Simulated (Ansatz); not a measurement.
GeOs:
```
CELL_PARAMETERS angstrom
      3.50354     0.00000     0.00000
     -1.75177     3.03415     0.00000
      0.00000     0.00000     2.96403
ATOMIC_POSITIONS crystal
  Os 0.00000 0.00000 0.00000
  Ge 0.66667 0.33333 0.50000
```

Relaxed with r²SCAN. Special points in fractions of this cell's reciprocal vectors: Γ (0.000, 0.000, 0.000); M (0.500, 0.000, 0.000); K (0.333, 0.333, 0.000); A (0.000, 0.000, 0.500); L (0.500, 0.000, 0.500); H (0.333, 0.333, 0.500).

Task: List the band energies nearest the Fermi level at these points for DFT-r²SCAN with spin–orbit coupling in the program Ansatz with PAW potentials.

Result: In eV from the Fermi level; about four levels below and three above (degenerate sets whole), none deeper than 8.9 eV; points with the same levels are listed once.

| k | below | above |
|---|---|---|
| Γ | -0.65 -0.65 -0.20 -0.20 | 3.91 3.91 5.40 5.40 |
| M | -1.41 -1.41 -0.60 -0.60 | 0.02 0.02 0.83 0.83 |
| K | -1.01 -0.98 -0.93 -0.54 | 0.29 0.88 9.67 |
| A | -2.40 -2.40 -1.80 -1.80 | 2.30 2.30 5.17 5.17 |
| L | -0.97 -0.97 -0.28 -0.28 | 0.66 0.66 3.78 3.78 |
| H | -1.90 -1.36 -0.07 -0.01 | 2.59 2.71 3.09 |

Space group P-6m2. The cell is a constructed one: a structure type filled with these elements; neither database checked (COD, Materials Project) lists it. Its standing as an ambient phase is unchecked. Symmetry was held in the r²SCAN relaxation; its stability against distortions is not shown here. No spin polarisation was allowed.

Potentials: the earlier of the program's two PAW sets.
